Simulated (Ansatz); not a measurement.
Geometry optimisation in Ansatz: input, command and trajectory.

```yaml
crystal:
  lattice:
    - [3.777, 0.0, 0.0]
    - [-1.8885, 3.2709779501, 0.0]
    - [0.0, 0.0, 6.498]
  atoms:
    - { symbol: Ti, position: [0.0, 0.0, 0.0] }
    - { symbol: Te, position: [0.6666666667, 0.3333333333, 0.2628] }
    - { symbol: Te, position: [0.3333333333, 0.6666666667, 0.7372] }
basis:
  ecutwfc: 420
kpoints:
  mp_grid: { grid: [12, 12, 8] }
hamiltonian:
  xc: pbe
  dispersion: d3bj
scf:
  occupations: { method: gaussian, width: 0.1 }
output:
  forces: true
  stress: true
  eigenvalues: true
relax:
  adjacent_minimum: "off"
  f_tol: 0.01
  max_steps: 40
```

```bash
ansatz run input.yaml --threads 1 --pin off --max-ram 2560MiB --backend cpu --events-out ev --progress --plain --runs-dir out
```

Theory: DFT PBE+D3(BJ), scalar-relativistic, plane waves, PAW in Ansatz.

Of 3 frames 3 are shown, positions in Å and forces in eV/Å; the SCF threshold varies from step to step. The mark taken_back stands on steps that the optimiser undid.

```xyz
3
Lattice="3.7770 0.0000 0.0000 -1.8885 3.2710 0.0000 0.0000 0.0000 6.4980" Properties=species:S:1:pos:R:3:forces:R:3 pbc="T T T" step=1 free_energy_over_end_meV_per_atom=0.05
Ti    0.0000    0.0000    0.0000    0.0000    0.0000    0.0000
Te    1.8885    1.0903    1.7077    0.0000    0.0000    0.0369
Te    0.0000    2.1807    4.7903    0.0000    0.0000   -0.0369
3
Lattice="3.7770 0.0000 0.0000 -1.8885 3.2710 0.0000 0.0000 0.0000 6.4980" Properties=species:S:1:pos:R:3:forces:R:3 pbc="T T T" step=2 free_energy_over_end_meV_per_atom=0.17 taken_back
Ti    0.0000    0.0000    0.0000    0.0000    0.0000    0.0000
Te    1.8885    1.0903    1.7188    0.0000    0.0000   -0.0684
Te    0.0000    2.1807    4.7792    0.0000    0.0000    0.0684
3
Lattice="3.7770 0.0000 0.0000 -1.8885 3.2710 0.0000 0.0000 0.0000 6.4980" Properties=species:S:1:pos:R:3:forces:R:3 pbc="T T T" step=3 free_energy_over_end_meV_per_atom=0.00
Ti    0.0000    0.0000    0.0000    0.0000    0.0000    0.0000
Te    1.8885    1.0903    1.7116    0.0000    0.0000   -0.0003
Te    0.0000    2.1807    4.7864    0.0000    0.0000    0.0003
```

The run took 42 s on 1 thread of Arm Neoverse V1, on a shared host, peak memory 0.51 GiB.